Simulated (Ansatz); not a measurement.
Crystals of one structure type (rock salt) and one family of elements, relaxed and computed with DFT-LDA in the program Ansatz with PAW potentials.

| crystal | V (Å³/atom) | K_Hill (GPa) |
|---|---|---|
| LiF | 7.47 | 86.9 |
| LiCl | 15.29 | 40.9 |
| KF | 17.20 | 43.7 |
| KCl | 28.04 | ? |
| NaI | 30.66 | 20.8 |
| KBr | 32.33 | 20.3 |
| KI | 39.61 | 16.0 |

Q: Fit a straight line to ln K against ln V and predict the withheld value.

A: Least squares on the 6 shown rows: ln K = -1.02 × ln V + (6.549), with a scatter of 6 %. For KCl this gives 23.3. The run itself gave 24.3, within the scatter.

All cells were relaxed under the symmetry of their starts (and spin orders); stability against distortions was not tested throughout. Spin–orbit coupling is left out wherever it is not named.

Potentials: the later of the program's two PAW sets.
